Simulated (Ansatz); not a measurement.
Data:

CdPS$_{3}$:
```
CELL_PARAMETERS angstrom
      3.05552     5.29339     0.00000
     -3.05552     5.29339     0.00000
     -1.99475     0.00000     6.40804
ATOMIC_POSITIONS crystal
  Cd 0.66780 0.66780 0.00000
  Cd 0.33220 0.33220 0.00000
  P  0.05648 0.94352 0.17398
  P  0.94352 0.05648 0.82602
  S  0.08488 0.59659 0.26288
  S  0.91512 0.40341 0.73712
  S  0.59659 0.08488 0.73712
  S  0.40341 0.91512 0.26288
  S  0.23534 0.76466 0.74087
  S  0.76466 0.23534 0.25913
```

This is the LDA-relaxed structure.

Q: All from the program Ansatz at the LDA level (PAW), unless another level is named. Predict the electron effective mass.

A: 0.20, 0.21, 0.65 mₑ (principal values).

Q: Give the hole effective mass with spin–orbit coupling.

A: 0.49, 0.53, 3.0 mₑ (principal values).

Q: Next, the band gap?

A: 1.71 eV (indirect).

Space group C2/m. The first step of the workflow began from a Materials Project structure, measured or hypothetical; the Crystallography Open Database copy checked does not list it. COD files the formula under space group No. 146, so this cell is another polymorph or a model. Its standing as an ambient phase is unchecked. Symmetry was held in the LDA relaxation; whether a distortion lowers the energy is not shown. A crystal of weakly bound layers computed without a dispersion correction: the cell and the soft elastic constants depend strongly on that. Spin–orbit coupling is left out wherever it is not named.

Potentials: the later of the program's two PAW sets.
